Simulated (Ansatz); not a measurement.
## Lattice vibrations of Al$_{2}$GaP$_{3}$ at Γ

Theory: DFT PBE, scalar-relativistic, plane waves, PAW (Ansatz 0.2.0). Settings: 420 eV plane-wave cutoff, Γ-centred 10×10×10 mesh, fixed occupations. No spin polarisation. Phonons by linear response, acoustic sum rule imposed.

The cell, relaxed at this level:
```xyz
6
Lattice="-1.9478 1.9478 8.2564 1.9478 -1.9478 8.2564 1.9478 1.9478 -8.2564" Properties=species:S:1:pos:R:3 pbc="T T T"
Al    0.0000    0.0000   11.0087
Al    0.0000    0.0000    5.5042
Ga    0.0000    0.0000    0.0000
P     1.9478    0.0000    6.8743
P     1.9478    0.0000    1.3821
P     0.0000    1.9478    4.1282
```

It was reached by relaxing an invented guess, and it needn't be the stable form of this composition.

Optical modes at Γ (transverse, no macroscopic field):
| frequency (meV) | degeneracy | IR intensity of the level ((D/Å)²/amu) |
| --- | --- | --- |
| 13.7 | 2 | 0.09 |
| 16.6 | 2 | 0.01 |
| 27.6 | 1 | 0.40 |
| 34.0 | 1 | 0.00 |
| 41.4 | 2 | 7.48 |
| 44.3 | 1 | 4.43 |
| 50.0 | 2 | 2.16 |
| 52.7 | 2 | 32.19 |
| 53.4 | 1 | 17.15 |
| 54.7 | 1 | 0.00 |

All 15 optical modes at Γ are real: no displacement of atoms at fixed cell lowers the energy to second order. Strains and modes at other wave vectors aren't tested by this run.

- Electronic dielectric constant ε∞ (principal values): 8.86, 8.89, 8.89
- Static dielectric constant ε0 (principal values): 11.2
- Refractive index √ε∞, mean: 2.98
- Kohn–Sham gap on the mesh: 1.64 eV
- Cost: 19 min on 4 threads of Arm Neoverse V2, on a shared host, peak memory 5.8 GiB

Born effective charges (e):
```json
{"atom": "Al (atom 1)", "Z*xx": "2.16", "Z*yy": "2.21", "Z*zz": "2.32", "mean": "2.23"}
{"atom": "Ga (atom 3)", "Z*xx": "2.30", "Z*yy": "2.30", "Z*zz": "2.10", "mean": "2.23"}
{"atom": "P (atom 4)", "Z*xx": "-2.17", "Z*yy": "-2.22", "Z*zz": "-2.17", "mean": "-2.18"}
{"atom": "P (atom 6)", "Z*xx": "-2.28", "Z*yy": "-2.28", "Z*zz": "-2.41", "mean": "-2.32"}
```

The modes are given without the long-range field that lifts LO modes in polar crystals.
